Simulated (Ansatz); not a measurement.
Total density of states per atom from r²SCAN in the plane-wave PAW code Ansatz, in 0.25 eV bins, energy from the Fermi level:

```
E (eV) | states/eV/atom
    -7.85 | ###### 0.21
    -7.60 | ###### 0.23
    -7.35 | ####### 0.24
    -7.10 | ###### 0.23
    -6.85 | ###### 0.23
    -6.60 | ####### 0.24
    -6.35 | ######## 0.28
    -6.10 | ######### 0.32
    -5.85 | ########## 0.37
    -5.60 | ############ 0.43
    -5.35 | ############ 0.43
    -5.10 | ############## 0.50
    -4.85 | #################### 0.74
    -4.60 | ############### 0.55
    -4.35 | ################# 0.61
    -4.10 | ################# 0.62
    -3.85 | #################### 0.73
    -3.60 | ################# 0.63
    -3.35 | ################## 0.64
    -3.10 | ############## 0.51
    -2.85 | ################## 0.67
    -2.60 | ###################### 0.81
    -2.35 | ############################## 1.09
    -2.10 | ########################## 0.96
    -1.85 | ############################ 1.02
    -1.60 | #################### 0.73
    -1.35 | ########################### 0.97
    -1.10 | ##################### 0.75
    -0.85 | ########### 0.39
    -0.60 | ###### 0.22
    -0.35 | ##### 0.17
    -0.10 | ###### 0.22
     0.15 | ########## 0.38
     0.40 | ################# 0.61
     0.65 | ############ 0.45
     0.90 | ############## 0.51
     1.15 | ####### 0.24
     1.40 | ##### 0.17
     1.65 | ######### 0.31
     1.90 | ############### 0.53
     2.15 | ################ 0.58
     2.40 | ################ 0.57
     2.65 | ############## 0.51
     2.90 | ############## 0.52
     3.15 | ############## 0.52
     3.40 | ############## 0.52
     3.65 | ############# 0.49
     3.90 | ############## 0.51
     4.15 | ############### 0.53
     4.40 | ############### 0.53
     4.65 | ############## 0.50
     4.90 | ############# 0.46
```

Q: Which of these materials gives this?
A) LaSi2, I4_1/amd (La on 4b, Si on 8e)
B) Fe3Ge, P6_3/mmc (Fe on 6h, Ge on 2c)
C) FeSi2, P4/mmm (Fe on 1c, Si on 2g)
D) EuSi, Cmcm (Eu on 4c, Si on 4c)

A: C, FeSi2, P4/mmm (Fe on 1c, Si on 2g). Within 0.5 eV of the Fermi level: Fe 3d 70 %, Si 3p 23 %. Projections are on Löwdin-orthogonalised atomic valence shells; empty p or d shells of many metals are not among them.

The workflow started from an entry of the Crystallography Open Database (COD), which files this formula under 2 space groups. Its standing as an ambient phase is unchecked. The r²SCAN relaxation kept the symmetry of its start; whether a distortion lowers the energy is not shown. Magnetic state: ferromagnetic, the only order run, not a proven ground state. The cell computed holds one magnetic atom, so no antiferromagnetic order was within reach. Other orbital occupations within this spin state were not tried.

Potentials: the later of the program's two PAW sets.
